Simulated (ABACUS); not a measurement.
Input and output of a self-consistent single point for AlIn₂N₃ (Cmc2_1, 12 atoms in the cell; from Materials Project mp-1245824) (ABACUS).

Method: PBE, numerical atomic orbitals TZDP (confined pseudo-atomic orbitals with Gaussian additions; energy shift 0.003 Ry), PseudoDojo 0.5 standard norm-conserving PBE (tails mended) pseudopotentials run with ABACUS 3.10.1.

```yaml
crystal:
  lattice:
    - [5.14810, -2.96287, 0.00000]
    - [5.14810, 2.96287, 0.00000]
    - [0.00000, 0.00000, 5.50004]
  atoms:
    - { symbol: Al, position: [0.34124, 0.65876, 0.98922] }
    - { symbol: Al, position: [0.65876, 0.34124, 0.48922] }
    - { symbol: In, position: [0.98829, 0.33541, 0.98712] }
    - { symbol: In, position: [0.01171, 0.66459, 0.48712] }
    - { symbol: In, position: [0.66459, 0.01171, 0.98712] }
    - { symbol: In, position: [0.33541, 0.98829, 0.48712] }
    - { symbol: N, position: [0.96886, 0.33296, 0.38564] }
    - { symbol: N, position: [0.03114, 0.66704, 0.88564] }
    - { symbol: N, position: [0.66704, 0.03114, 0.38564] }
    - { symbol: N, position: [0.33296, 0.96886, 0.88564] }
    - { symbol: N, position: [0.36864, 0.63136, 0.33727] }
    - { symbol: N, position: [0.63136, 0.36864, 0.83727] }
```

Reference input (self-consistent single point, DFT, PBE, numerical atomic orbitals DZP (confined pseudo-atomic orbitals with Gaussian additions; energy shift 0.003 Ry), PseudoDojo 0.5 standard norm-conserving PBE (tails mended) pseudopotentials): basis = DZP numerical atomic orbitals, energy shift 0.003 Ry; KPT = Gamma 5 5 4 0.5 0.5 0.5; basis_type = lcao; dft_functional = PBE; ecutwfc = 100 Ry; smearing_method = gaussian; smearing_sigma = 0.00146997 Ry; potentials = PseudoDojo 0.5 standard norm-conserving PBE (tails mended); symmetry = 1; symmetry_prec = 1e-05; ks_solver = genelpa; scf_nmax = 100. This run's input differs from it in these lines:

```diff
@@ -27,5 +27,5 @@
 NUMERICAL_ORBITAL
-Al_pbe_9.5au_2s2p1d.orb
-In_pbe_9.9au_2s2p2d1f.orb
-N_pbe_5.7au_2s2p1d.orb
+Al_pbe_9.5au_3s3p2d.orb
+In_pbe_9.9au_3s3p4d1f.orb
+N_pbe_5.7au_3s3p2d.orb
```

Log, with long lists cut:

```
 SELF-CONSISTENT
 -------------------------------------------

                  longest orb rcut (Bohr) = 9.9
   longest nonlocal projector rcut (Bohr) = 2.42
                     search radius (Bohr) = 24.6

                          real space grid = [ 72, 72, 72 ]

                                 init_chg = atomic

 LCAO ALGORITHM --------------- ION=   1  ELEC=   1--------------------------------

 Density error is 0.166063852341
 E_KohnSham     -663.8211183996      -9031.7496629673
 E_Fermi        0.5071678349         6.9003723964

 LCAO ALGORITHM --------------- ION=   1  ELEC=   2--------------------------------

   [... lines left out ...]

   [... 7 blocks of this kind left out ...]

 LCAO ALGORITHM --------------- ION=   1  ELEC=  10--------------------------------

 Density error is 3.89185321628e-07
 E_KohnSham     -665.6515722596      -9056.6542653891
 E_Fermi        0.7293761208         9.9236712281

 LCAO ALGORITHM --------------- ION=   1  ELEC=  11--------------------------------

 Density error is 6.69851610673e-08
 E_KohnSham     -665.6515722596      -9056.6542653892
 E_KS(sigma->0) -665.6515722596      -9056.6542653892
 E_entropy(-TS) -0.0000000000        -0.0000000000
 E_Fermi        0.7293760105         9.9236697280
 charge density convergence is achieved
 final etot is -9056.6542654 eV
 EFERMI = 9.923669728 eV

 STATE ENERGY(eV) AND OCCUPATIONS    NSPIN == 1
   [... 51 lines left out ...]

 TOTAL-FORCE (eV/Angstrom)
                       Al1         0.0000000000        -0.0109732946         0.0079967394
                       Al2         0.0000000000         0.0109732946         0.0079967394
                       In1        -0.0055390196         0.0011743617         0.0108240920
                       In2         0.0055390196        -0.0011743617         0.0108240920
                       In3         0.0055390196         0.0011743617         0.0108240920
                       In4        -0.0055390196        -0.0011743617         0.0108240920
                        N1         0.0063755862        -0.0041636777        -0.0115370902
   [... lines left out ...]

 TOTAL-STRESS (KBAR)
         9.2993561321        -0.0000000000         0.0000000000
         0.0000000000         9.4143771573         0.0000000000
         0.0000000000         0.0000000000        10.0393580244
 TOTAL-PRESSURE: 9.584364 KBAR

 --------------------------------------------
 !FINAL_ETOT_IS -9056.6542653892374801 eV
 --------------------------------------------
```

The run converged in 11 iterations. Against the reference run the free energy goes down by 67.2 meV/atom and the pressure goes from 1.72 to 0.96 GPa.

The atom-centred basis is finite, which shifts total energies and pressures against plane waves. This run is one point of a test of settings, so its values need not be converged; read them against the reference run alone. The structure comes from a collection of computed structures, made at another level of theory; the collection holds predicted forms beside known ones.

Cost on one core: around 3 core-minutes (rough).

The atomic orbitals were generated for these runs; they are not ABACUS's published sets and were checked against plane waves on a few crystals only.

“Tails mended”: in these copies of the files the far tail of each local potential was reset to the Coulomb form.
